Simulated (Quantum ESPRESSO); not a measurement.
```cif
data_HgS
_chemical_formula_sum 'S1 Hg1'
_space_group_name_H-M_alt 'P 1'
_space_group_IT_number 1
_cell_length_a 4.15413
_cell_length_b 4.15413
_cell_length_c 4.15413
_cell_angle_alpha 60.000
_cell_angle_beta 60.000
_cell_angle_gamma 60.000
loop_
_space_group_symop_operation_xyz
  'x, y, z'
loop_
_atom_site_label
_atom_site_type_symbol
_atom_site_fract_x
_atom_site_fract_y
_atom_site_fract_z
_atom_site_occupancy
S1 S 0.75000 0.75000 0.75000 1
Hg1 Hg 0.00000 0.00000 0.00000 1
```

Cell and atoms were relaxed with PBEsol from Materials Project entry mp-1123, within its symmetry.

Task: What does norm-conserving PBEsol (Quantum ESPRESSO, 66 Ry, with spin-orbit coupling) give for the electronic structure near the Fermi level?

Result: Along the path the PBEsol gap is only about 0.05 eV, below what this setup resolves reliably; no G0W0 run was built on it. Semilocal functionals shrink small gaps, and the order of the bands at the edge may be inverted. 

This is not the ordinary phase of the substance.
